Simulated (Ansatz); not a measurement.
A relaxed 1×1 slab of 5 planes, cut along (111) from a fcc crystal of one element, has a cell area of 5.36 Å² and a bulk spacing of 2.031 Å between its first planes. All-electron LAPW in Ansatz 0.2.0 (PBE, scalar-relativistic, ferromagnetic start) gives γ = 1.94 J/m², Φ = 5.06 eV and a change of the outer spacing of -1.3 %, with 0.72 μB on the outer atom. The fcc structure needn't be the element's own.

Problem. Which element is it?

Solution. Ni. Neighbours weren't tried against these numbers.
